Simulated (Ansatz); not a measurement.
# Elastic constants of Ti₃O₄: input and output

These are results of DFT PBEsol, scalar-relativistic, plane waves, PAW (Ansatz 0.2.0), not measurements.

Launched with:
```bash
ansatz run input.yaml --threads 2 --pin off --max-ram 6144MiB --backend cpu --events-out ev --progress --plain --runs-dir out
```

Input (bare energies are in eV):
```yaml
crystal:
  lattice:
    - [-2.050658158, 2.050658158, 4.0525212939]
    - [2.050658158, -2.050658158, 4.0525212939]
    - [2.050658158, 2.050658158, -4.0525212939]
  atoms:
    - { symbol: Ti, position: [0.25, 0.75, 0.5] }
    - { symbol: Ti, position: [0.5, 0.5, 0.0] }
    - { symbol: Ti, position: [0.75, 0.25, 0.5] }
    - { symbol: O, position: [0.0, 0.5, 0.5] }
    - { symbol: O, position: [0.2430420723, 0.2430420723, 0.0] }
    - { symbol: O, position: [0.5, 0.0, 0.5] }
    - { symbol: O, position: [0.7569579277, 0.7569579277, 0.0] }
basis:
  ecutwfc: 420
kpoints:
  mp_grid: { grid: [12, 12, 12] }
hamiltonian:
  xc: pbesol
scf:
  occupations: { method: fermi_dirac, width: 0.15 }
output:
  forces: true
  stress: true
  eigenvalues: true
elastic:
  mode: relaxed_ion
  amplitude: 0.005
  stencil: two_point
```

From the output:
```
--- Elastic constants: 4 strain directions × 2 members + reference (group order 16) ---
  dense FFT box of the reference and of every strained cell: 36×36×36
  strains applied: 11, 33, 23, 12; error gains: componentwise 1.00 (the most a stress slope's error grows in a printed constant), spectral 1.41 (1 for all six strains in a standard setting)
  C = ∂σ_k/∂η_j (tension-positive GPa; Voigt order 11 22 33 23 13 12):
       540.999    108.245     73.020      0.000      0.000      0.000
       108.245    540.999     73.020      0.000      0.000      0.000
        73.026     73.026    509.022      0.000      0.000      0.000
         0.000      0.000      0.000     83.507      0.000      0.000
         0.000      0.000      0.000      0.000     83.507      0.000
         0.000      0.000      0.000      0.000      0.000     83.318
  reference stress σ⁰ (GPa):      0.000      0.000     -0.001      0.000     -0.000     -0.000
  C* (energy form; C + prestress term) asymmetry max|C*_kj − C*_jk| = 4.563e-3 GPa — a small one proves nothing (zero by symmetry where the batch's group is 432, −43m or m−3m); a large one is finite-difference/SCF noise where every solve ...
  moduli (Voigt/Reuss/Hill, GPa): K = 233.29/232.56/232.92   G = 139.18/111.23/125.21   E = 318.54   ν = 0.272
  mechanically stable: yes (min eigenvalue of sym C = 83.32 GPa)
  the stresses are not corrected for the forces that the relaxations left standing (`elastic.f_tol`)
  strain η (Voigt 11):  stress-route row diagonal C_11 = 541.00 GPa, energy-path curvature d²(F+E_count+ΔE)/dδ²/Ω₀ = 540.92 GPa
         δ    σ_11 (GPa) F (eV) n_scf n_hpsi n_pw
    -5.000e-3      -2.7857       -9675.3237981       9  189881   1346   relax 5 steps, max|allowed force component| 1.39e-6 eV/Å
     5.000e-3       2.6243       -9675.3239338       9  190154   1358   relax 3 steps, max|allowed force component| 4.18e-7 eV/Å
  strain η (Voigt 33):  stress-route row diagonal C_33 = 509.02 GPa, energy-path curvature d²(F+E_count+ΔE)/dδ²/Ω₀ = 508.88 GPa
         δ    σ_33 (GPa) F (eV) n_scf n_hpsi n_pw
    -5.000e-3      -2.6195       -9675.3239994       9  106355   1354   relax 5 steps, max|allowed force component| 5.86e-7 eV/Å
     5.000e-3       2.4707       -9675.3240879       9  110309   1370   relax 3 steps, max|allowed force component| 3.15e-5 eV/Å
  strain η (Voigt 23):  stress-route row diagonal C_44 = 83.51 GPa, energy-path curvature d²(F+E_count+ΔE)/dδ²/Ω₀ = 83.57 GPa
         δ    σ_23 (GPa) F (eV) n_scf n_hpsi n_pw
    -5.000e-3      -0.4175       -9675.3263035       9  323283   1356   relax 5 steps, max|allowed force component| 3.08e-6 eV/Å
     5.000e-3       0.4175       -9675.3263035       9  323257   1356   relax 3 steps, max|allowed force component| 1.76e-5 eV/Å
  strain η (Voigt 12):  stress-route row diagonal C_66 = 83.32 GPa, energy-path curvature d²(F+E_count+ΔE)/dδ²/Ω₀ = 83.29 GPa
         δ    σ_12 (GPa) F (eV) n_scf n_hpsi n_pw
    -5.000e-3      -0.4166       -9675.3263004       9  188513   1354   relax 2 steps, max|allowed force component| 4.50e-5 eV/Å
     5.000e-3       0.4166       -9675.3263004       9  188635   1354   relax 2 steps, max|allowed force component| 4.50e-5 eV/Å
```

The run took 33 min on 2 threads of AMD EPYC (Zen 3) (shared host), peak memory 1.3 GiB.

In a metal, frequencies and elastic constants depend on the k mesh and the smearing, soft modes and shear constants most. Spin polarisation was left out, and a magnetic state may lie lower. A semilocal functional can close a gap that the real compound has.